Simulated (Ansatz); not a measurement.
Input and command of a calculation in Ansatz (plane waves; scalar-relativistic PAW potentials unless the input names others):

```yaml
crystal:
  lattice:
    - [0.0, 5.5051169668, -5.5051169668]
    - [5.5051169668, 5.5051169668, 0.0]
    - [5.5051169668, 0.0, -5.5051169668]
  atoms:
    - { symbol: Ga, position: [0.0, 0.0, 0.5] }
    - { symbol: Ga, position: [0.0, 0.5, 0.5] }
    - { symbol: Ga, position: [0.5, 0.0, 0.5] }
    - { symbol: Ga, position: [0.5, 0.5, 0.5] }
    - { symbol: Ga, position: [0.0, 0.0, 1.0] }
    - { symbol: Ga, position: [0.0, 0.5, 1.0] }
    - { symbol: Ga, position: [0.5, 0.0, 1.0] }
    - { symbol: Ga, position: [0.5, 0.5, 1.0] }
    - { symbol: P, position: [0.125, 0.125, 0.125] }
    - { symbol: P, position: [0.125, 0.625, 0.125] }
    - { symbol: P, position: [0.625, 0.125, 0.125] }
    - { symbol: P, position: [0.625, 0.625, 0.125] }
    - { symbol: P, position: [0.125, 0.125, 0.625] }
    - { symbol: P, position: [0.125, 0.625, 0.625] }
    - { symbol: P, position: [0.625, 0.125, 0.625] }
    - { symbol: P, position: [0.625, 0.625, 0.625] }
basis:
  ecutwfc: 420
  xc_grid: 2
kpoints:
  mp_grid: { grid: [2, 2, 2], shift: [0.0, 0.0, 0.0] }
hamiltonian:
  xc: pbe
  pseudopotentials: { kind: nc }
scf:
  occupations: { method: gaussian, width: 0.01 }
  max_iter: 50
output:
  forces: true
  eigenvalues: true
  stress: true
magnetization:
  spin_polarized: true
  spin_orbit: true
```

```bash
ansatz run input.yaml --threads 4 --pin off --max-ram 8192MiB --backend cpu --events-out ev --progress --plain --runs-dir out
```

Question: What is wrong with this input?

Answer: The program refuses it, because of spin-orbit coupling on scalar files and without noncollinear: true (magnetization: not typed → {"spin_polarized": true, "spin_orbit": true}; hamiltonian.pseudopotentials: not typed → {"kind": "nc"}). Without those keys it is accepted.

Abridged log:
```
Error: 2 input errors — fix all and re-run
  1. inconsistent input (magnetization.spin_orbit, magnetization.noncollinear): true requires noncollinear: true — spin–orbit coupling acts on 2-spinor wavefunctions; set both flags
  2. inconsistent input (magnetization.spin_orbit, hamiltonian.pseudopotentials.kind): true requires a fully-relativistic hamiltonian.pseudopotentials.kind (nc_fr or paw_fr), or kind: all_electron without datasets and azcp, which then solves Dirac's equation on LAPW. paw_fr resolves this project's PAW files (source: ansatz) by j as it reads them
```